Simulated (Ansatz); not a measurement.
BC5, first-principles data

BC$_{5}$:
Space group P3m1 (No. 156); a = 2.5516 Å, b = 2.5516 Å, c = 6.3904 Å, α = 90.00°, β = 90.00°, γ = 120.00°

```tsv
atom	site	symmetry	x	y	z
B	1a	3m.	0.0000	0.0000	0.0038
C	1b	3m.	0.3333	0.6667	0.1109
C	1b	3m.	0.3333	0.6667	0.3461
C	1c	3m.	0.6667	0.3333	0.4288
C	1c	3m.	0.6667	0.3333	0.6720
C	1a	3m.	0.0000	0.0000	0.7507
```

Space group P3m1 (No. 156); conventional cell a = 2.552 Å, b = 2.552 Å, c = 6.390 Å, α = 90.00°, β = 90.00°, γ = 120.00°.

Method: PBE (plane waves, PAW; program Ansatz). The cell and atoms are relaxed at this level. Other levels are named where they apply.

### Cell and energy

Volume per atom: 6.01 Å³
Density: 3.27 g/cm³
Formation energy from the elements (no fitted shifts): 0.26 eV/atom

### Electronic structure

Electronic character: metallic (no gap)
Density of states at the Fermi level: 0.13 states/eV per atom (mean over ±0.08 eV)

### Mechanics

- Bulk modulus (Birch–Murnaghan fit) = 375 GPa
- Pressure derivative B′ = 3.7

The start of the workflow was typed in or built on a structure type; the Crystallography Open Database copy checked does not list it. Its standing as an ambient phase is unchecked. The cell was relaxed with PBE under the symmetry of its start; whether a distortion lowers the energy is not shown. Its formation energy is positive at this level, so the cell may be metastable or incomplete. The references are the lowest solids computed at this level, not always the standard phases.

Potentials: the later of the program's two PAW sets.
